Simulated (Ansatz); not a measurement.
Starting cell, Cu (fcc, Cu type):

```yaml
crystal:
  lattice:
    - [0.00000, 3.62881, 3.62881]
    - [1.81440, 0.00000, 1.81440]
    - [1.81440, 1.81440, 0.00000]
  atoms:
    - { symbol: Cu, position: [0.00000, 0.00000, 0.00000] }
    - { symbol: Cu, position: [0.50000, 0.00000, 0.00000] }
```

The atoms are displaced by Q × the pattern below (from a DFPT mode at L = (0.5, 0.0, 0.0), largest move 1; Q in Å), at fixed cell. (q is in reciprocal vectors of the primitive cell; the cell shown is doubled to hold the pattern.)

| atom | x | y | z |
|---|---|---|---|
| Cu1 | 0.577 | -0.577 | -0.577 |
| Cu2 | -0.577 | 0.577 | 0.577 |

Computed with PBE (plane waves to 420 eV, PAW, scalar-relativistic; Ansatz, a quantum-chemistry and plane-wave program). k mesh 11×22×22 (Γ-centred), Fermi-Dirac smearing 0.05 eV. E stands for the smeared free energy. With partly filled bands, energies and forces of such displacements shift with the k mesh and the smearing. Cu is run without spin polarisation. Cu was relaxed with its symmetry unable to fall. The PAW data are Ansatz's earlier set. ΔE is measured from the undisplaced structure. The last digit holds for this mesh only.

```json
[
 {"Q (Å)": "-0.2800", "ΔE (meV/cell)": "1391.6"},
 {"Q (Å)": "-0.2333", "ΔE (meV/cell)": "900.5"},
 {"Q (Å)": "-0.1867", "ΔE (meV/cell)": "541.5"},
 {"Q (Å)": "-0.1400", "ΔE (meV/cell)": "289.1"},
 {"Q (Å)": "-0.0933", "ΔE (meV/cell)": "withheld"},
 {"Q (Å)": "-0.0467", "ΔE (meV/cell)": "30.1"},
 {"Q (Å)": "0.0000", "ΔE (meV/cell)": "0.0"},
 {"Q (Å)": "0.0467", "ΔE (meV/cell)": "30.1"},
 {"Q (Å)": "0.0933", "ΔE (meV/cell)": "withheld"},
 {"Q (Å)": "0.1400", "ΔE (meV/cell)": "289.1"},
 {"Q (Å)": "0.1867", "ΔE (meV/cell)": "541.5"},
 {"Q (Å)": "0.2333", "ΔE (meV/cell)": "900.5"},
 {"Q (Å)": "0.2800", "ΔE (meV/cell)": "1391.6"}
]
```

**Question.** Fit an even polynomial form (powers 2, 4, 6) to the given rows and predict ΔE at Q = 0.0933.

**Answer.** Least squares on the 11 given rows: ΔE = (13710)·Q² + (53300)·Q⁴ + (-22230)·Q⁶, in meV/cell with Q in Å; root-mean-square residual 0.12 meV/cell. At 0.0933 the fit gives 123.4 meV/cell; the calculation gives 123.5 meV/cell, so the interpolation is off by -0.1 (-0.1 %). The quadratic term alone would give 119.3 meV/cell.

(For displaced atoms, the force is minus the slope of the energy, and its curvature is a force constant, which sets phonon frequencies.)
